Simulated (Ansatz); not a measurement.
Tl₂SnCl₆:
Space group Fm-3m (No. 225); a = b = c = 9.9288 Å, α = β = γ = 90.00°

| atom | site | symmetry | x | y | z |
|---|---|---|---|---|---|
| Tl | 8c | -43m | 0.2500 | 0.2500 | 0.2500 |
| Sn | 4a | m-3m | 0.0000 | 0.0000 | 0.0000 |
| Cl | 24e | 4m.m | 0.0000 | 0.0000 | 0.2457 |
(The calculation used a cell of 9 atoms; values per cell refer to that cell.)

Relaxed with r²SCAN+D4. The program Ansatz at the r²SCAN+D4 level (PAW) gives a gap of 2.90 eV.

### Question
What gap does HSE06 give on the same cell (Ansatz, PAW)?

### Answer
3.55 eV, 0.64 eV more. The hybrid was solved on a coarser mesh and at special points; the gap given is the minimum over both.

```json
[
 {"k": "Γ", "v1 r²SCAN+D4": "-0.01", "c1 r²SCAN+D4": "2.90", "v1 HSE06": "-0.19", "c1 HSE06": "3.54"},
 {"k": "X", "v1 r²SCAN+D4": "0.00", "c1 r²SCAN+D4": "4.10", "v1 HSE06": "…", "c1 HSE06": "…"},
 {"k": "L", "v1 r²SCAN+D4": "-0.29", "c1 r²SCAN+D4": "3.86", "v1 HSE06": "…", "c1 HSE06": "…"},
 {"k": "W", "v1 r²SCAN+D4": "-0.21", "c1 r²SCAN+D4": "4.12", "v1 HSE06": "…", "c1 HSE06": "…"},
 {"k": "K", "v1 r²SCAN+D4": "-0.14", "c1 r²SCAN+D4": "4.10", "v1 HSE06": "…", "c1 HSE06": "…"}
]
```

### Question
Top valence (v1) and lowest conduction level (c1) in eV from each method's valence maximum (which need not be a listed point): supply the withheld HSE06 values.

### Answer

- W, v1 HSE06: -0.20
- W, c1 HSE06: 4.85
- K, v1 HSE06: -0.13
- K, c1 HSE06: 4.82
- X, v1 HSE06: 0.00
- X, c1 HSE06: 4.81
- L, v1 HSE06: -0.37
- L, c1 HSE06: 4.57

Cost on shared cores: the r²SCAN+D4 run (SCF on a 5×5×5 mesh, then bands and DOS) about 3 core-minutes (a rough figure), the HSE06 run (SCF on 3×3×3, then a few points) very roughly 7 core-minutes; the tasks are unlike.

The first step of the workflow began from a Materials Project structure, measured or hypothetical; the Crystallography Open Database files this formula in space group No. 225, but the cells were not matched. Its standing as an ambient phase is unchecked. The cell was relaxed with r²SCAN+D4 under the symmetry of its start; its stability against distortions is not shown here. Scalar-relativistic: spin–orbit coupling is off unless named, which matters more the heavier the elements.

Potentials: the later of the program's two PAW sets.
